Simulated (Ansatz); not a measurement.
The start is a generated cell, Bi placed in the lonsdaleite structure type. The cell and all atomic positions are relaxed at zero pressure with r2SCAN (plane waves to 500 eV, PAW, scalar-relativistic; Ansatz, an electronic-structure program). The first steps use a coarse 8×8×5 k-mesh.

Input geometry:
```
Bi
1.0
    4.61068     0.00000     0.00000
   -2.30534     3.99297     0.00000
    0.00000     0.00000     7.68999
Bi
4
Direct
  0.33333   0.66667   0.05995
  0.66667   0.33333   0.55995
  0.66667   0.33333   0.94005
  0.33333   0.66667   0.44005
```

Problem. Which atoms feel the largest initial force, and how large is it?

Solution. 0.89 eV/Å, on Bi1, Bi2, Bi3, Bi4 (atoms numbered as listed).

Problem. How much energy is released per atom?

Solution. 0.55 eV/atom.

Problem. How does the volume per atom move from start to end?

Solution. +27.1 %, from 35.39 to 44.99 Å³/atom.

Problem. How do the shortest distances between atoms change?

Solution. The closest pairs of elements (up to four, under 3.6 Å), start → end: Bi–Bi 2.82 → 3.04 Å.

The space group stays P6₃/mmc (No. 194) (the run could not lower it), with 4 atoms in the primitive cell. Final values are on a 10×10×7 k-mesh of the relaxed cell. No spin polarisation in the result.

The run could not lose the symmetry of its start: the end is stationary, and may be a saddle point rather than a minimum.

The relaxed structure here is a generated cell of Bi: the first start was made by placing the elements on the sites of a structure type, and the end was not matched to a known phase here, so it may be hypothetical. Known forms of Bi include space group No. 166.
